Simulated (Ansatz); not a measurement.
LiPd:
```cif
data_LiPd
_chemical_formula_sum 'Pd1 Li1'
_space_group_name_H-M_alt 'P-6m2'
_space_group_IT_number 187
_space_group_name_Hall 'P -6 2'
_cell_length_a 2.74038
_cell_length_b 2.74038
_cell_length_c 4.14984
_cell_angle_alpha 90.000
_cell_angle_beta 90.000
_cell_angle_gamma 120.000
loop_
_atom_site_label
_atom_site_type_symbol
_atom_site_symmetry_multiplicity
_atom_site_Wyckoff_symbol
_atom_site_fract_x
_atom_site_fract_y
_atom_site_fract_z
_atom_site_occupancy
Pd1 Pd 1 b 0.00000 0.00000 0.50000 1
Li1 Li 1 e 0.66667 0.33333 0.00000 1
```

Relaxed at zero pressure with PBEsol (plane waves, PAW; program Ansatz).

**Question.** The volume is lowered by 6 % and shape and atoms relax at that volume. What pressure results, and how do the axes share the change?

**Answer.** 6.3 GPa; a -1.5 %, b -1.5 %, c -3.2 %; the energy rises by 15 meV/atom.

**Question.** Give the new structure.

**Answer.** 
Space group P-6m2 (No. 187); a = b = 2.7004 Å, c = 4.0171 Å, α = β = 90.00°, γ = 120.00°

```
atom  site  symmetry       x       y       z
----  ----  --------  ------  ------  ------
Pd      1b      -6m2  0.0000  0.0000  0.5000
Li      1e      -6m2  0.6667  0.3333  0.0000
```

The phase is kept; no other phase was compared at this pressure.

The workflow started from an entry of the Crystallography Open Database (COD), which files this formula under 2 space groups. Whether it is the stable phase at ambient conditions was not checked. The cell was relaxed with PBEsol under the symmetry of its start; its stability against distortions is not shown here. The run is not spin-polarised. Axis ratios of metals converge slowly with the k-mesh, so a and c are less sure than the volume.

Potentials: the later of the program's two PAW sets.
